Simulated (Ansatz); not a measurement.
**What a change of settings does to a run on ReSb2**

The cell was built from the fluorite type and relaxed in the same program, and has space group Fm-3m; it needn't be a known or the stable phase.

First run: DFT, PBE, all-electron PAW with datasets made for the crystal, scalar-relativistic (Ansatz 0.2.0).

Command: `ansatz run input.yaml --threads 1 --pin off --max-ram 3072MiB --backend cpu --events-out ev --progress --plain --runs-dir out` The run took about 19 s on 1 thread of a shared machine.

```yaml
crystal:
  lattice:
    - [0.0, 3.2511082968, 3.2511082968]
    - [3.2511082968, 0.0, 3.2511082968]
    - [3.2511082968, 3.2511082968, 0.0]
  atoms:
    - { symbol: Re, position: [0.0, 0.0, 0.0] }
    - { symbol: Sb, position: [0.25, 0.25, 0.25] }
    - { symbol: Sb, position: [0.75, 0.75, 0.75] }
kpoints:
  mp_grid: { grid: [9, 9, 9] }
  band_path:
    path:
      - [0.0, 0.0, 0.0]
      - [0.5, 0.0, 0.5]
      - [0.625, 0.25, 0.625]
      - [0.375, 0.375, 0.75]
      - [0.0, 0.0, 0.0]
      - [0.5, 0.5, 0.5]
      - [0.5, 0.25, 0.75]
      - [0.5, 0.0, 0.5]
    npoints: 8
scf:
  occupations: { method: fermi_dirac, width: 0.05 }
hamiltonian:
  xc: pbe
  pseudopotentials: { kind: all_electron, datasets: crystal }
output:
  forces: true
  stress: true
  eigenvalues: true
  efg: { contact_densities: true }
```

Result: converged; pressure -0.04 GPa; 11 SCF iterations.

Spin polarisation is left out, and whether a magnetic state lies lower isn't shown here.

Spin–orbit coupling is left out, though it moves levels of the heavy atoms by tenths of an eV or more.

The input is then changed:

```diff
@@ -22,5 +22,6 @@
     npoints: 8
 scf:
-  occupations: { method: fermi_dirac, width: 0.05 }
+  occupations: { method: cold, width: 0.2 }
+  mixing: { preconditioner: ldos }
 hamiltonian:
   xc: pbe
```

Problem. Predict the outcome of the changed run.

Solution. It converged; energy at zero smearing -1.8 meV/atom from the first run; pressure -0.10 GPa; 8 SCF iterations. Some of these settings are too coarse for converged properties.

The results part of its log:

```
SCF 1 converged in 8 iterations: F = -806887.947637 eV  dr2 = 4.57e-9
  Residual-converged pass: ⟨swp⟩=3.3  Hψ=2291  notcnv=0  max |occ|·‖R‖ = 6.4e-6 eV (tolerance 6.5e-6 eV)  dr2=4.80e-9  dr2_onsite=1.71e-9  max |Δocc| = 1.9e-9
  greatest PAW one-centre occupation: 0.997 electrons in one spin orbital (limit 2), on the Re atom at site 0 (counted from 0), in its partial waves of l = 0
NSCF: frozen V_eff on 57 k-points
SCF converged after 8 iterations
Stability not checked: this state was not tested for a lower state beside it, because cold or Methfessel-Paxton smearing, or corrected tetrahedra, fill the levels in a way that the test cannot read (fill_not_monotonic; see scf.lower_state_search)
Free energy (F): -806887.947637 eV
Harris-Foulkes:  -806887.947637 eV  (|F-HF|=1.16e-9)
Internal energy: -806887.947971 eV  (E = F + TS)
E sigma→0 (E₀):  -806887.947749 eV
Entropy (-TS):   0.000334 eV (0.111 meV/atom)
Past the cutoff: the bands carry plane waves up to 1.75 times it, of which those up to 1.5 times it add -0.000245 eV an atom, each by itself; the spheres take 0.000383 eV an atom off the energy for waves past 1.75 times it
By the cutoff:   a pressure is off by up to 0.007 GPa (1.2 times the spheres' own share and the shells' term, over an atom's volume, and 0.004 GPa: a bound that held against runs at twice the plane waves)
Past the cutoffs: a stress includes 0.0004 GPa for waves and charges beyond them, in addition to the slope of what the spheres take
In the spheres:  the bands' charges fall short by 6.8e-7 e at most (sound up to 1e-3)
Fermi energy:    17.647707 eV
--- Per-component energies (eV) ---
  The terms above E_closure are by the made datasets' own strengths, without shells solved beside the bands.
--- Forces (eV/Å), atoms counted from 1 ---
  atom   1  Re    -0.00000000    -0.00000000    -0.00000000
  atom   2  Sb     0.00000000     0.00000000    -0.00000000
  atom   3  Sb    -0.00000000    -0.00000000     0.00000000
  max |Σ_I F_I| component: 2.67e-18 eV/Å
--- Stress (GPa, compression-positive) ---
       -0.103501       0.000000       0.000000
       -0.000000      -0.103501       0.000000
        0.000000       0.000000      -0.103501
  P = ⅓ Tr σ = -0.1035 GPa (-1.035 kbar)
--- PAW observables at the nuclei: V_zz in 10²¹ V/m², potentials from the cell's mean, atoms counted from 1 ---
  atom   1  Re V_zz =    +0.000000   η = 0.0000   by run symmetry: forbidden
            electrostatic potential = -15131.285375 V   contact ρ = 9538527.743283 e/Å³
  atom   2  Sb V_zz =    -0.000000   η = 0.0000   by run symmetry: forbidden
            electrostatic potential = -8415.075839 V   contact ρ = 1349967.470171 e/Å³
  atom   3  Sb V_zz =    -0.000000   η = 0.0000   by run symmetry: forbidden
            electrostatic potential = -8415.075839 V   contact ρ = 1349967.470171 e/Å³
--- Band table (eV; the first three rows and the last of 35) ---
  k-point 0: bands = ["-61.4709", "-23.4163", "-23.4163", "-23.4163", "-11.3263", "-11.3263", "-11.2741", "-11.2741", "-11.2741", "-11.2233", "-11.2233", "-11.2233", "-11.1636", "-11.1636", "5.1398", "11.9125", "13.2510", "13.2510", "13.2510", "16.7398", "16.7398", "19.6337", "19.6337", "19.6337", "21.4755", "21.4755"]
  k-point 1: bands = ["-61.4709", "-23.4166", "-23.4164", "-23.4164", "-11.3214", "-11.3214", "-11.2743", "-11.2727", "-11.2727", "-11.2248", "-11.2248", "-11.2241", "-11.1685", "-11.1685", "5.2749", "11.1474", "13.3338", "13.3338", "14.1274", "16.5795", "16.5795", "18.6473", "19.4541", "19.4541", "20.5224", "21.2459"]
  k-point 2: bands = ["-61.4708", "-23.4173", "-23.4164", "-23.4164", "-11.3072", "-11.3072", "-11.2733", "-11.2685", "-11.2685", "-11.2292", "-11.2292", "-11.2277", "-11.1828", "-11.1828", "5.6695", "10.0803", "13.5576", "13.5576", "15.4268", "16.2779", "16.2779", "16.9910", "18.7794", "18.7794", "19.9339", "21.4355"]
  k-point 34: bands = ["-61.4708", "-23.4180", "-23.4176", "-23.4167", "-11.2940", "-11.2821", "-11.2730", "-11.2619", "-11.2502", "-11.2478", "-11.2397", "-11.2322", "-11.2084", "-11.1953", "7.9455", "8.3252", "11.7971", "12.5692", "15.0533", "15.4618", "16.2813", "17.0364", "17.8030", "20.0249", "20.5759", "22.0201"]
```
